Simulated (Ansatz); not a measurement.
Each is relaxed and computed with DFT-r²SCAN in the program Ansatz with PAW potentials. Which is the only one with a gap?
A. Cr3NiP4, Pm (Pearson symbol mP8)
B. NiP2O6, C2/c (Pearson symbol mS72)
C. Ni5Ge3, C2/c (Pearson symbol mS32)
D. MgNi2P, Pnma (Mg on 4c, Ni on 8d, P on 4c)

B, NiP2O6, C2/c (Pearson symbol mS72). NiP2O6: gap 3.16 eV (indirect); MgNi2P: metal; Cr3NiP4: metal; Ni5Ge3: metal. Spin orders computed, not proven ground states: NiP2O6, C2/c (Pearson symbol mS72) ferromagnetic; Cr3NiP4, Pm (Pearson symbol mP8) ferrimagnetic. Standing as an ambient phase not checked: NiP2O6, C2/c (Pearson symbol mS72); MgNi2P, Pnma (Mg on 4c, Ni on 8d, P on 4c); Cr3NiP4, Pm (Pearson symbol mP8); Ni5Ge3, C2/c (Pearson symbol mS32). Perhaps ordered models of mixed-site phases: Cr3NiP4, Pm (Pearson symbol mP8). All cells were relaxed under the symmetry of their starts (and spin orders); stability against distortions was not tested throughout. Rows with no word on spin ran without spin polarisation. No Hubbard U is applied. Spin–orbit coupling is left out wherever it is not named.

Potentials: the later of the program's two PAW sets.
